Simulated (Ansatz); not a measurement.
**Data sheet: BN (DFT)**

BN:
```xyz
4
Lattice="2.4970 0.0000 0.0000 -1.2485 2.1625 0.0000 0.0000 0.0000 6.6618" Properties=species:S:1:pos:R:3 pbc="T T T"
B      0.0000     0.0000     4.9964
B      0.0000     0.0000     1.6655
N      1.2485     0.7208     1.6655
N      0.0000     1.4417     4.9964
```

Space group P6_3/mmc (No. 194); conventional cell a = b = 2.497 Å, c = 6.662 Å, α = β = 90.00°, γ = 120.00°.

Method: r²SCAN+D4 (plane waves, PAW; program Ansatz). The cell and atoms are relaxed at this level. Other levels are named where they apply.

Cell and energy:

| Quantity | Value |
|---|---|
| Volume per atom | 8.99 Å³ |
| Density | 2.29 g/cm³ |
| Formation energy from the elements (no fitted shifts) | -1381 meV/atom |

Electronic structure:

| Property | Value |
|---|---|
| Band gap | 4.22 eV (smallest direct gap 4.24 eV) |
| Valence-band maximum | off the standard path, at k = (0.312, 0.333, 0.000) in fractions of the reciprocal vectors |
| Conduction-band minimum | at K (2 equivalent valleys) |
| Electron effective mass | 0.50, 0.50, 0.75 mₑ (principal values) |
| HSE06 gap on the r²SCAN+D4 cell | 4.95 eV |

Mechanics:

| Item | Result |
|---|---|
| Bulk modulus (Birch–Murnaghan fit) | 30.8 GPa |
| Pressure derivative B′ | 10.9 |
| Elastic constants (relaxed ions, GPa) | C11 = 917, C12 = 202, C13 = -4.0, C33 = 33.2, C44 = 3.4 |
| Mechanical stability | stable (all eigenvalues of C positive) |

Dielectric response:

| Quantity | Value |
|---|---|
| Electronic dielectric constant ε∞ (DFPT) | 4.51 (xx = yy), 2.58 (zz) |
| Static dielectric constant ε0 (ions relaxed, cell fixed) | 6.26 (xx = yy), 2.95 (zz) |
| Born charges (a third of the trace) | B +2.05, N -2.05 e |

Phonons:

| Item | Value |
|---|---|
| Highest zone-centre frequency (without LO–TO term) | 1380 cm⁻¹ |
| Zone-centre stability | no imaginary mode at Γ |
| Dynamical stability on the path | stable (no imaginary branch) |
| Zero-point energy | 157.0 meV/atom |
| Vibrational entropy at 300 K | 7.3 J/(K·mol of atoms) |

Charges:

| Quantity | Value |
|---|---|
| Bader charges | B +2.30, N -2.30 e |

The workflow started from a Materials Project entry (that database holds measured and hypothetical structures alike). Its sites differ from those of the usual phase in this space group: another stacking or structure type. The r²SCAN+D4 relaxation kept the symmetry of its start. The references are the lowest solids computed at this level, not always the standard phases (solids in place of the gases).

Potentials: the earlier of the program's two PAW sets. The files were generated under PBE; for other functionals the program regenerates the frozen cores, and for LDA and PBEsol the local potential too.
